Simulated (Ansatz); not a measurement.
In PBEsol in the plane-wave PAW code Ansatz, SiGe in the orthorhombic phase (Pmma; Si on 2e, Ge on 2f) relaxes to a = 3.920 Å, b = 3.926 Å, c = 5.534 Å. Si has 4 nearest neighbours from 2.37 Å (tetrahedral); Ge has 4 nearest neighbours from 2.40 Å (tetrahedral). Its formation energy from the elements is 13 meV/atom, with no fitted shifts.

It is gapped at this level: 0.27 eV (indirect). HSE06 on the same cell gives 0.90 eV. Gap from PBEsol with spin–orbit coupling: 0.23 eV. The electron mass is 0.30, 0.42, 0.62 mₑ (principal values). The hole mass is 0.058, 0.23, 2.0 mₑ (principal values).

An equation-of-state fit gives a bulk modulus of 81.0 GPa. The elastic constants imply a Debye temperature near 449 K. Without the LO–TO term the highest mode at Γ lies at 480 cm⁻¹.

The start of the workflow was typed in or built on a structure type; neither database checked (COD, Materials Project) lists it. Its standing as an ambient phase is unchecked. The cell was relaxed with PBEsol under the symmetry of its start; of distortions, only those at the zone centre were tested. The references are the lowest solids computed at this level, not always the standard phases. Scalar-relativistic: spin–orbit coupling is off unless named, which matters more the heavier the elements.

Potentials: the later of the program's two PAW sets.
